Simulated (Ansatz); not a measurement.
A structure of KTaO$_{3}$ relaxed with PBEsol (plane waves to 420 eV, PAW, scalar-relativistic; Ansatz, an electronic-structure program); single points at other levels follow on the same geometry (Ansatz, PAW; HSE06 at 420 eV on a 6×6×6 k-mesh; no spin-orbit coupling). Space group Pm-3m (No. 221).

```cif
data_KO3Ta
_chemical_formula_sum 'K1 Ta1 O3'
_space_group_name_H-M_alt 'P 1'
_space_group_IT_number 1
_cell_length_a 3.98419
_cell_length_b 3.98419
_cell_length_c 3.98419
_cell_angle_alpha 90.000
_cell_angle_beta 90.000
_cell_angle_gamma 90.000
loop_
_space_group_symop_operation_xyz
  'x, y, z'
loop_
_atom_site_label
_atom_site_type_symbol
_atom_site_fract_x
_atom_site_fract_y
_atom_site_fract_z
_atom_site_occupancy
K1 K 0.00000 0.00000 0.00000 1
Ta1 Ta 0.50000 0.50000 0.50000 1
O1 O 0.00000 0.50000 0.50000 1
O2 O 0.50000 0.50000 0.00000 1
O3 O 0.50000 0.00000 0.50000 1
```

```csv
level,gap (eV),kind,conduction minimum
PBEsol,2.15,indirect,Γ
HSE06,…,–,…
```

**Question.** Fill in the missing entries.

**Answer.** 
- HSE06, gap (eV): 3.60
- HSE06, conduction minimum: Γ

HSE06 gaps come from a coarse mesh plus a few chosen points, so they may be too large. No spin polarisation in the result.

The run could not lose the symmetry of its start; a randomly shaken copy of 5 atoms returns to this structure.

All atoms sit on sites fixed by symmetry, so only the cell could relax.
